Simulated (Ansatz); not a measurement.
An elastic tensor (GPa, Voigt order, standard axes) from plane-wave PAW LDA (Ansatz code):

```
618  116  116  0.0  0.0  0.0
116  618  116  0.0  0.0  0.0
116  116  618  0.0  0.0  0.0
0.0  0.0  0.0  128  0.0  0.0
0.0  0.0  0.0  0.0  128  0.0
0.0  0.0  0.0  0.0  0.0  128
```

### Question
Pick the material that matches.
A) MgO, rock salt
B) WC, rock salt
C) ZrN, rock salt
D) GeSe, rock salt

### Answer
C, ZrN, rock salt

Space group Fm-3m (rock salt). The cell was relaxed with LDA under the symmetry of its start. The run is not spin-polarised. As this level gives no gap, shear constants depend on the k-mesh and smearing (Fermi–Dirac, 0.1 eV here).

Potentials: the earlier of the program's two PAW sets. The files were generated under PBE; for other functionals the program regenerates the frozen cores, and for LDA and PBEsol the local potential too.
